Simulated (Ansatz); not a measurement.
Input file for Ansatz (a program for electronic structure):

Ansatz 0.2 input:
```yaml
crystal:
  lattice:
    - [4.0052451283, 0.0, 0.0]
    - [-2.0026225642, 3.4686440295, 0.0]
    - [0.0, 0.0, 4.8549739078]
  atoms:
    - { symbol: Al, position: [0.0, 0.0, 0.0] }
    - { symbol: Al, position: [0.3333333333, 0.6666666667, 0.6476701106] }
    - { symbol: Al, position: [0.6666666667, 0.3333333333, 0.3523298894] }
    - { symbol: Ni, position: [0.3333333333, 0.6666666667, 0.145619094] }
    - { symbol: Ni, position: [0.6666666667, 0.3333333333, 0.854380906] }
kpoints:
  mp_grid: { grid: [12, 12, 9] }
hamiltonian:
  xc: pbesol
  pseudopotentials: { kind: paw }
scf:
  occupations: { method: fermi_dirac, width: 0.1 }
phonons:
  method: dfpt
  response_accuracy: low
  eigenvectors: true
  rigid_motions: translations
```

Output (shortened):

```
Pseudopotential: Al, paw, valence charge 3
Pseudopotential: Ni, paw, valence charge 18
Functional definition: PBEsol
Crystal: 5 atoms, lattice volume = 67.449 Å³
Basis set: ecut = 420 eV, 1325 PW (Γ), exchange–correlation on 54×54×72 points (8 copies of the dense FFT grid, shifted against one another)
Bands: 28, of which v1, the nominal top of the filled ones, is band 23 counted from 1 (22 counted from 0)
Symmetry: 12 space group operations
k-points: 355 of 1296 (irreducible under 2 space group operations, time reversal used)
SCF iter   1: F=—  HF=-13186.727237 eV  |F-HF|=—  |Δ(HF+E_count)|=         —  Δρ=1.39e-2  dr2=7.41e-2  ethr=1.77e-3  ⟨swp⟩=6.3  Hψ=45361  notcnv=0
preconditioner: auto → Kerker (q_TF=auto, 2.550 Å⁻¹)
SCF iter   2: F=—  HF=-13186.716396 eV  |F-HF|=—  |Δ(HF+E_count)|=   1.08e-2  Δρ=3.07e-3  dr2=4.35e-3  ethr=1.65e-4  ⟨swp⟩=3.0  Hψ=19450  notcnv=0  defer=35
SCF iter   3: F=—  HF=-13186.715769 eV  |F-HF|=—  |Δ(HF+E_count)|=   6.28e-4  Δρ=8.00e-4  dr2=5.33e-4  ethr=9.68e-6  ⟨swp⟩=1.3  Hψ=11935  notcnv=0  defer=35
SCF iter   4: F=—  HF=-13186.715632 eV  |F-HF|=—  |Δ(HF+E_count)|=   1.37e-4  Δρ=1.54e-4  dr2=2.36e-5  ethr=1.18e-6  ⟨swp⟩=2.0  Hψ=14396  notcnv=0  defer=35
SCF iter   5: F=—  HF=-13186.715630 eV  |F-HF|=—  |Δ(HF+E_count)|=   1.35e-6  Δρ=5.72e-5  dr2=2.14e-6  ethr=5.24e-8  ⟨swp⟩=2.3  Hψ=16248  notcnv=0  defer=35
SCF iter   6: F=—  HF=-13186.715630 eV  |F-HF|=—  |Δ(HF+E_count)|=   9.29e-7  Δρ=2.23e-5  dr2=2.59e-7  ethr=4.75e-9  ⟨swp⟩=2.0  Hψ=13945  notcnv=0  defer=35
SCF iter   7: F=—  HF=-13186.715630 eV  |F-HF|=—  |Δ(HF+E_count)|=   6.10e-9  Δρ=4.10e-6  dr2=2.14e-8  ethr=5.75e-10  ⟨swp⟩=1.0  Hψ=9910  notcnv=0  defer=35
SCF iter   8: F=—  HF=-13186.715630 eV  |F-HF|=—  |Δ(HF+E_count)|=  1.64e-10  Δρ=1.54e-6  dr2=2.48e-9  ethr=4.75e-11  ⟨swp⟩=2.3  Hψ=14769  notcnv=0  defer=35
SCF iter  10: F=-13186.715630 eV  HF=-13186.715630 eV  |F-HF|=7.28e-12  |Δ(HF+E_count)|=  4.73e-11  Δρ=1.14e-7  dr2=9.43e-12  ethr=1.00e-12  ⟨swp⟩=5.4  Hψ=51094  notcnv=0
SCF 1 converged in 10 iterations: F = -13186.715630 eV  dr2 = 9.43e-12
DFPT response loops at Γ: preconditioner auto → Kerker (q_TF=auto, 2.550 Å⁻¹) (partly filled bands, converged f_vac=0.000) …
SCF converged after 10 iterations
Free energy (F): -13186.715630 eV
Harris-Foulkes:  -13186.715630 eV  (|F-HF|=7.28e-12)
Internal energy: -13186.672525 eV  (E = F + TS)
E sigma→0 (E₀):  -13186.694077 eV
Entropy (-TS):   -0.043105 eV (-8.621 meV/atom)
Fermi energy:    11.287511 eV
--- Per-component energies (eV) ---
  E_band       = -761.127916
  E_kinetic    = 645.426141
  E_local      = -10235.888439  (includes V_loc(G=0)·N_el)
  E_nonlocal   = 1301.759103
  E_hartree    = 4449.843220
  E_xc         = -291.382396
  E_vxc        = -311.683834  (∫ρ·V_xc dr)
  E_paw        = -4555.466280  (= ΣΔE_a)
  E_vpaw       = -1060.428573  (= ΣTr[D̂ρ^β])
  E_aug_tail   = 0.001033  (compensation charges beyond the density's cutoff)
  E_ewald      = -4501.416901
  E_core_change = 0.451995  (= ΣΔE_core)
  E_smearing   = -0.043105  (= −TS)
  E_closure    = 0.000000  (closes the sum)
  Σ components = -13186.715630   (vs F -13186.715630, Δ=0.00e0)
  [band-id]    e_kinetic+e_local+e_nonlocal+2·e_hartree+e_vxc+e_vpaw+e_augmentation_tail = -761.128129   (vs E_band -761.127916, Δ=-2.13e-4)
--- Band table (eV; the first three rows and the last of 355) ---
  k-point 0: bands = ["-91.7925", "-91.7872", "-52.3731", "-52.3584", "-52.3377", "-52.3377", "-52.3161", "-52.3161", "0.7021", "6.0536", "6.4452", "7.6995", "7.6995", "8.2774", "8.2774", "9.1727", "9.1727", "9.5460", "9.6158", "9.6158", "9.9964", "12.5373", …
  k-point 1: bands = ["-91.7925", "-91.7872", "-52.3731", "-52.3584", "-52.3377", "-52.3377", "-52.3161", "-52.3161", "0.7780", "5.3469", "6.9531", "7.6883", "7.6883", "8.2661", "8.2661", "9.1950", "9.1950", "9.4042", "9.6224", "9.6224", "10.4848", "12.6194", …
  k-point 2: bands = ["-91.7925", "-91.7872", "-52.3731", "-52.3585", "-52.3377", "-52.3377", "-52.3161", "-52.3161", "1.0028", "4.4280", "7.3621", "7.6612", "7.6612", "8.2373", "8.2373", "9.2600", "9.2600", "9.3026", "9.6284", "9.6284", "11.5251", "12.8639", …
  k-point 354: bands = ["-91.7907", "-91.7889", "-52.3710", "-52.3671", "-52.3406", "-52.3276", "-52.3203", "-52.3136", "4.0117", "4.8989", "6.1998", "6.5850", "7.1536", "7.4747", "8.3362", "8.6371", "8.8922", "9.1908", "9.4110", "9.4464", "9.8371", …
--- Phonons (Γ-DFPT): 6 representative perturbations + reference, on 355 of 1296 k-points (Σ response iterations 18) ---
  ASR residual: 3.734e-4 → 0.000e0 eV/Å²; symmetrization residual: 6.007e-5 eV/Å²
  ASR residual per site (eV/Å²): 3.92e-5 4.58e-5 4.58e-5 3.73e-4 3.73e-4
  Γ frequencies (cm⁻¹): 0.00 0.00 0.00 201.84 201.84 216.58 230.63 234.56 234.56 299.70 299.70 354.72 367.86 367.86 384.70
  non-analytic LO–TO correction: not included (Born effective charges unavailable; polar crystals: no LO–TO splitting at Γ)
```

Cost: roughly 6 core-minutes on shared cores.

Space group P-3m1 (La2O3 or Ni2Al3 type). The workflow started from a Materials Project entry (that database holds measured and hypothetical structures alike); the Crystallography Open Database copy checked does not list it. Whether it is the stable phase at ambient conditions was not checked. Symmetry was held in the PBEsol relaxation; of distortions, only those at the zone centre were tested. The run is not spin-polarised. As this level gives no gap, phonon frequencies hold no LO–TO term and depend on the k-mesh and smearing (Fermi–Dirac, 0.1 eV here).

Potentials: the later of the program's two PAW sets.

Ansatz is a plane-wave DFT program.
